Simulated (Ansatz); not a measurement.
CoPdN2 in space group R-3m (No. 166; Co on 3b, Pd on 3a, N on 6c), plane-wave PAW PBE (Ansatz code), all energies at zero smearing, with the estimated change up to a 700 eV cutoff added, with one set of potentials and settings (totals compare only within such a set). Cell of 4 atoms (1 Co, 1 Pd, 2 N): -12865.147 eV.

| element | reference phase | E (eV/atom) |
|---|---|---|
| Co | P6_3/mmc, 2 atoms in the cell, spin-polarised | -5126.1613 |
| Pd | Fm-3m, 1 atoms in the cell | -6972.9107 |
| N | Pa-3, 8 atoms in the cell | -384.0342 |

Formation energy per atom, worked out: (-12865.147 − 1×(-5126.1613) − 1×(-6972.9107) − 2×(-384.0342))/4 = 0.498 eV/atom (48 kJ per mol of atoms), at 0 K, without zero-point energy or fitted corrections.

The start of the workflow was typed in or built on a structure type; neither database checked (COD, Materials Project) lists it. Whether it is the stable phase at ambient conditions was not checked. Symmetry was held in the PBE relaxation; its stability against distortions is not shown here. The workflow began spin-polarised and lost its moments. Its formation energy is positive at this level, so the cell may be metastable or incomplete. The references are the lowest solids computed at this level, not always the standard phases (solids in place of the gases).

Potentials: the earlier of the program's two PAW sets.
